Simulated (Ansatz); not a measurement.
Relaxed-ion elastic tensor of TiZn2O4 in space group Imma (No. 74; Pearson symbol oI28) in GPa (Voigt order), PBEsol (plane waves, PAW; program Ansatz); density 5.37 g/cm³, 10.72 Å³ per atom.

```
      1     2    3     4     5     6
-  ----  ----  ---  ----  ----  ----
1   248  99.9  146   0.0   0.0   0.0
2  99.9   332  131   0.0   0.0   0.0
3   146   131  219   0.0   0.0   0.0
4   0.0   0.0  0.0  77.3   0.0   0.0
5   0.0   0.0  0.0   0.0  73.7   0.0
6   0.0   0.0  0.0   0.0   0.0  36.7
```

Task: Is the crystal mechanically stable?

Result: Yes: the smallest eigenvalue of C is 36.7 GPa.

Task: Work out the Voigt, Reuss and Hill averages.

Result: K_V = 173, K_R = 171, K_H = 172; G_V = 65.6, G_R = 56.4, G_H = 61.0 GPa.

Task: Give Young's modulus, Poisson's ratio, Pugh's ratio and the universal anisotropy index.

Result: E = 9KG/(3K + G) = 164 GPa; ν = 0.34; K/G = 2.81 (ductile by the Pugh limit of 1.75); A_U = 5G_V/G_R + K_V/K_R − 6 = 0.83.

Task: Estimate the sound speeds and the Debye temperature.

Result: v_l = √((K + 4G/3)/ρ) = 6870 m/s, v_t = √(G/ρ) = 3370 m/s, mean 3790 m/s; Θ = (h/k)(3n/4πV)^(1/3) v_m = 511 K.

Task: Solve the Christoffel equation for the three sound speeds along x, y, z.

Result: Eigenvalues of C_ijkl n_j n_l equal ρv². In km/s, slowest first: x 2.62, 3.71, 6.80; y 2.62, 3.80, 7.86; z 3.71, 3.80, 6.38.

Task: How much does each axis shrink under pressure?

Result: Linear compressibilities β_i = Σ_j S_ij (j = 1 to 3): x 2.1, y 1.5, z 2.3 per TPa.

The first step of the workflow began from a Materials Project structure, measured or hypothetical; the Crystallography Open Database copy checked does not list it. COD files the formula under space group No. 95. Its standing as an ambient phase is unchecked. Symmetry was held in the PBEsol relaxation; phonons show weakly imaginary modes. No spin polarisation was allowed.

Potentials: the later of the program's two PAW sets.
